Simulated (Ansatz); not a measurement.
# Trends among crystals of one structure type (Pm-3m)

All 4 crystals share space group Pm-3m (No. 221) and the same kinds of sites, 2 atoms in the primitive cell. They are database entries and needn't be the stable phases. The set is a selection: crystals with a Fermi surface that the mesh didn't resolve were left out. Cells are relaxed by PAW under the functional.

Quantity: Fermi-surface sums. Level: PBEsol, all-electron LAPW in Ansatz 0.2.0, scalar-relativistic.

| crystal | cell (conventional) | fine k mesh | smearing (eV) | N(E_F) (states/eV/atom) | ħω_p (r.m.s. of x, y, z) (eV) | Fermi speed (10⁶ m/s) |
| --- | --- | --- | --- | --- | --- | --- |
| SrCd | a = 3.980 Å | 16×16×16 | 0.08 | ? | ? | ? |
| CdAg | a = 3.308 Å | 16×16×16 | 0.08 | 0.25 | 9.1 | 1.49 |
| LuCd | a = 3.609 Å | 16×16×16 | 0.08 | 0.75 | 4.7 | 0.49 |
| CdAu | a = 3.317 Å | 16×16×16 | 0.08 | 0.25 | 9.1 | 1.50 |

**Question.** What did the calculation give for SrCd?

**Answer.** N(E_F) = 0.73 states/eV/atom, ħω_p (r.m.s. of x, y, z) = 4.8 eV, Fermi speed = 0.53×10⁶ m/s.

Limits of these numbers: these sums move with the mesh, by several per cent and more for small sheets; no spin-orbit coupling on heavy atoms (CdAu).
